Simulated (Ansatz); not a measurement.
Mn₃ZnN (anti-perovskite, Pm-3m) at seven volumes, r²SCAN in the plane-wave PAW code Ansatz, scaled uniformly. One row is withheld.

| V (Å³/atom) | P (GPa) |
|---|---|
| 11.229 | 16.58 |
| 11.600 | 10.58 |
| 11.970 | 4.71 |
| 12.340 | 0.00 |
| 12.710 | ? |
| 13.080 | -6.84 |
| 13.451 | -9.20 |

Problem. Fit the shown pressures and predict the withheld one.

Solution. P = (3/2)B₀(x^(7/2) − x^(5/2))[1 + (3/4)(B′ − 4)(x − 1)] with x = (V₀/V)^(2/3). Least squares on the six rows gives V₀ = 12.357 Å³/atom, B₀ = 137 GPa, B′ = 5.15. At V = 12.710, x = 0.9814 and P = -3.59 GPa. The run itself gave -4.09 GPa.

The workflow started from an entry of the Crystallography Open Database (COD). Its standing as an ambient phase is unchecked. The cell was relaxed with r²SCAN under the symmetry of its start; its stability against distortions is not shown here. Magnetic state: ferromagnetic, the only order run, not a proven ground state. Other orbital occupations within this spin state were not tried. No Hubbard U is applied.

Potentials: the later of the program's two PAW sets.
